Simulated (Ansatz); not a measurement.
A short materials screen. The current through a thin insulator falls as exp(−2kd), with k the slowest decay constant of states in the gap.

The yardstick is sapphire. The Fermi level is put at mid-gap. Of the planes computed for each crystal, the one with the slowest decay is listed. Wanted: the thickness for 4 decades of attenuation, and how many decades a 2.0 nm film gains over the reference.

Where the numbers come from (Ansatz, a plane-wave PAW program): plane, in the cell as filed, gap, decay constant k, slowest state: r²SCAN, complex band structure, on cells taken as filed or relaxed beforehand.

Not checked to be the ambient phase: Ca2NH (Fd-3m, cF64); SnN2H8Cl6 (Fm-3m, cF68). Cells under pressure at the level used (negative: too large): sapphire −7 GPa. Spin–orbit coupling is left out unless named; no shift is given for SnN2H8Cl6 (Fm-3m, cF68).

Working rules: decades per nm = 2k × 10 Å/ln 10 = 8.686 k; thickness = 4/(decades per nm); extra decades of a 2.0 nm film = 2.0 × (row − reference).

| crystal | plane, in the cell as filed | gap on the mesh (eV) | k at mid-gap (1/Å) | planes computed | slowest state | decades per nm | thickness (nm) | decades beyond the reference |
|---|---|---|---|---|---|---|---|---|
| sapphire (α-Al2O3), reference | (001) | 6.77 | 0.391 | 2 | at Γ | 3.396 | 1.18 | 0.0 |
| 4H-ZnS | (001) | 2.75 | 0.175 | 1 | at Γ | [?] | [?] | [?] |
| Ca2NH (Fd-3m, cF64) | (001) | 1.90 | 0.320 | 1 | off Γ | [?] | [?] | [?] |
| SnN2H8Cl6 (Fm-3m, cF68) | (110) | 2.67 | 0.281 | 2 | at Γ | [?] | [?] | [?] |

Question: Some entries are withheld; supply them.

Answer: 
- 4H-ZnS: decades per nm: 8.686 × 0.175 = 1.520; thickness: 4/1.520 = 2.63 nm; decades beyond the reference: 2.0 × (1.520 − 3.396) = −3.8.
- SnN2H8Cl6 (Fm-3m, cF68): decades per nm: 8.686 × 0.281 = 2.441; thickness: 4/2.441 = 1.64 nm; decades beyond the reference: 2.0 × (2.441 − 3.396) = −1.9.
- Ca2NH (Fd-3m, cF64): decades per nm: 8.686 × 0.320 = 2.780; thickness: 4/2.780 = 1.44 nm; decades beyond the reference: 2.0 × (2.780 − 3.396) = −1.2.

By decades per nm (highest first): sapphire (3.396 ± 0.20), Ca2NH (Fd-3m, cF64) (2.780 ± 0.17), SnN2H8Cl6 (Fm-3m, cF68) (2.441 ± 0.15), 4H-ZnS (1.520 ± 0.091). The ± follows from allowances picked for this note (decay constant k 6 %), carried to first order and added in quadrature; ≈ joins neighbours closer than their two ± added in quadrature. On this figure 0 of 3 candidates do clearly better than the reference.

The gaps are the functional's own, as a rule smaller than measured ones, and k shrinks with them; planes not computed could decay more slowly; interface matching and symmetry filtering by the electrodes are not included. Where several phases of a formula are at hand, those over 0.1 eV/atom above the lowest were not drawn (by r²SCAN where it compared them, else by the largest value; a layered or molecular lowest phase counts only with a dispersion term); other phases could lie lower still. Crystals of Pb, Bi, Tl or Hg, those whose gap spin–orbit coupling moves by over 0.3 eV, and those of Te, I or Sb with no such test at hand were not drawn. Rows are perfect crystals in the structures named, stable or not; films, defects and interfaces will differ. Rows were sampled with a lean to familiar crystals, related or not, whatever their agreement with measurement; tables with many equal figures were not kept. Limits of the draw: gap over 1 eV, no layered crystals, primitive or conventional cells alone; no unfamiliar magnets, and cubic perovskites only if shown or known to be stable. As a rule kept out of such tables: 4f compounds, open-shell compounds run without a Hubbard term, cells found unstable in the tests at hand, cells close to a higher symmetry, and runs set to a pressure or over 12 % in volume from the crystal's fullest run.
